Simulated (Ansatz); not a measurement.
This is a single-point calculation with Ansatz 0.2.0 on SnSe₂ (CdI2 type); the level of theory is r2SCAN. The cell was relaxed with r2SCAN+rVV10 and then strained (isotropic -1.0 % on every length), with the atoms relaxed again with r2SCAN+rVV10; k points keep the names of the unstrained zone.

```yaml
crystal:
  lattice:
    - [3.7868978365, 0.0, 0.0]
    - [-1.8934489183, 3.279549728, 0.0]
    - [0.0, 0.0, 6.1648082737]
  atoms:
    - { symbol: Sn, position: [0.0, 0.0, 0.0] }
    - { symbol: Se, position: [0.3333333333, 0.6666666667, 0.2571722281] }
    - { symbol: Se, position: [0.6666666667, 0.3333333333, 0.7428277719] }
kpoints:
  mp_grid: { grid: [12, 12, 4] }
  band_path:
    path:
      - [0.0, 0.0, 0.0]
      - [0.5, 0.0, 0.0]
      - [0.3333333333, 0.3333333333, 0.0]
      - [0.0, 0.0, 0.5]
      - [0.5, 0.0, 0.5]
      - [0.3333333333, 0.3333333333, 0.5]
      - [0.0, 0.148437, -0.143229]
      - [0.0, 0.453125, 0.346354]
    npoints: 1
hamiltonian:
  xc: r2scan
scf:
  occupations: { method: fixed }
  n_extra_bands: 4
output:
  forces: true
  stress: true
  eigenvalues: true
```

In the abridged output below, numbers in square brackets stand for lines, or ends of lines, that were taken out.
```
Functional definition: r2SCAN
Crystal: 3 atoms, lattice volume = 76.563 Å³
Basis set: ecut = 500 eV, 1943 PW (Γ)
Bands: 27, of which v1, the nominal top of the filled ones, is band 23 counted from 1 (22 counted from 0)
Symmetry: 12 space group operations
Space group: P-3m1 (ITA 164)
k-points: 69 of 576
preconditioner: auto → Resta (q_TF=auto, 2.506 Å⁻¹)  ε∞=2.7  [insulator: Δε(μ)=1.033 eV  ℏωp=21.6 eV]
Free energy (F): -16996.135703 eV
Fermi energy:    7.962593 eV
--- Forces (eV/Å), atoms counted from 1 ---
  atom   1  Sn      0.00000      0.00000      0.00000
  atom   2  Se      0.00000      0.00000    -0.03475
  atom   3  Se      0.00000      0.00000      0.03475
--- Stress (GPa, compression-positive) ---
[1]
--- Band table (eV; the first three rows and the last of 69) ---
  k-point 0: bands = […, 1.5952, 7.4069, 7.4069, 7.6653, 7.6653, 7.8158, 9.5060, 11.6341, 13.1030, 13.1030]
  k-point 1: bands = […, 2.0606, 6.6308, 7.3336, 7.3336, 7.7714, 7.7714, 10.3882, 11.6305, 12.9497, 12.9497]
  k-point 2: bands = […, 2.6740, 5.6308, 7.2857, 7.2857, 7.8529, 7.8529, 10.9834, 11.5734, 12.8053, 12.8053]
  k-point 68: bands = […, 0.5844, 3.6864, 3.6864, 4.1307, 7.5214, 7.5214, 10.6208, 12.8894, 12.8894, 14.4281]
```

**Question.** Give the withheld lines. They hold the stress.

**Answer.**
```
[1]
        2.626249       0.000000       0.000000
        0.000000       2.626249       0.000000
        0.000000       0.000000       1.534578
  P = ⅓ Tr σ = 2.2624 GPa (22.624 kbar)
```

The file bands.tsv (bands near the Fermi energy, numbered from 0, rounded):
```tsv
# k_distance	band_18	band_19	band_20	band_21	band_22	band_23	band_24	band_25	band_26
# fermi_ev = 7.962593
# [0, 0, 0] at k_distance = 0.000000
# [0.5, 0, 0] at k_distance = 0.957934
# [0.3333333333, 0.3333333333, 0] at k_distance = 1.510998
# [0, 0, 0.5] at k_distance = 2.728869
# [0.5, 0, 0.5] at k_distance = 3.686803
# [0.3333333333, 0.3333333333, 0.5] at k_distance = 4.239867
# [0, 0.148437, -0.143229] at k_distance = 5.330432
# [0, 0.453125, 0.346354] at k_distance = 6.098377
# levels_relative_to = fermi_ev
0.000	-0.556	-0.556	-0.297	-0.297	-0.147	1.543	3.672	5.140	5.140
0.958	-4.529	-3.118	-2.576	-1.393	-0.276	1.465	4.260	5.726	5.738
1.511	-3.679	-3.679	-3.408	-1.719	-1.719	1.408	6.885	6.885	7.733
2.729	-2.332	-0.677	-0.677	-0.110	-0.110	3.021	3.611	4.843	4.843
3.687	-5.043	-2.367	-2.079	-0.908	-0.732	0.993	4.564	5.140	6.248
4.240	-4.276	-4.276	-3.832	-0.441	-0.441	2.658	4.927	4.927	6.466
5.330	-2.383	-1.493	-1.302	-0.160	0.005	2.796	4.221	5.254	5.356
6.098	-4.821	-2.388	-2.307	-0.980	-0.628	0.883	4.699	5.674	6.342
```
In order the rows are Γ, M, K, A, L, H, (0, 0.148, -0.143), (0, 0.453, 0.346).

With r2SCAN the valence top lies at k = (0, 0.148, -0.143) and the conduction bottom at k = (0, 0.453, 0.346), 0.88 eV higher; the smallest vertical gap, at k = (0, 0.417, 1/4), is 1.50 eV. The mean pressure at these positions is +2.26 GPa, compression counted positive. The largest force is 0.03 eV/Å.

Command: `ansatz run input.yaml --threads 2 --pin off --max-ram 29491MiB --backend cpu --events-out ev --progress --plain --runs-dir out`. Wall time 7.5 s on 2 threads of AMD EPYC 7R13 Processor (Zen 3), with other jobs on the host; peak host memory 0.74 GiB.

(Simulation; spin polarisation is off.)

Spin-orbit coupling is left out, which matters wherever the heavy atoms make up the band edges.
